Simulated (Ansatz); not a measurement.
An Ansatz (a program for electronic structure) input:

Ansatz 0.2 input:
```yaml
crystal:
  lattice:
    - [3.4422557887, 0.0, 0.0]
    - [0.0, 3.4422557887, 0.0]
    - [0.0, 0.0, 3.4422557887]
  atoms:
    - { symbol: Pt, position: [0.0, 0.0, 0.0] }
    - { symbol: Te, position: [0.5, 0.5, 0.5] }
kpoints:
  mp_grid: { grid: [9, 9, 9] }
  band_path:
    path:
      - [[0.0, 0.0, 0.0], [0.0, 0.5, 0.0], [0.5, 0.5, 0.0], [0.0, 0.0, 0.0], [0.5, 0.5, 0.5], [0.0, 0.5, 0.0]]  # Γ-X-M-Γ-R-X
      - [[0.5, 0.5, 0.5], [0.5, 0.5, 0.0]]  # R-M
    npoints: 12
basis: { ecutwfc: 600, xc_grid: 2 }
hamiltonian:
  xc: pbe
  pseudopotentials: { azcp: { folder: ./paw }, kind: paw_fr }
magnetization: { noncollinear: true, spin_orbit: true }
scf:
  n_extra_bands: 12
  convergence: { dr2_threshold: 0.0000000001 }
  occupations: { method: gaussian, width: 0.05 }
output: { eigenvalues: true }
```

Question: How many symmetry operations and irreducible k-points will the run report?

Answer: 48 operations, 35 of 729 k-points.

Question: With a cutoff of 600 eV, how many plane waves at Γ?

Answer: 1357.

It took around 70 core-seconds (rough) on shared server cores.

Space group Pm-3m (CsCl type). The start of the workflow was typed in or built on a structure type; neither database checked (COD, Materials Project) lists it. COD files the formula under space group No. 166, 194, so this cell is another polymorph or a model. Its standing as an ambient phase is unchecked. The cell was relaxed with PBE under the symmetry of its start; whether a distortion lowers the energy is not shown. The run is not spin-polarised. Its formation energy is positive at this level, so the cell may be metastable or incomplete.

Potentials: the earlier of the program's two PAW sets.

Ansatz is a plane-wave DFT program.
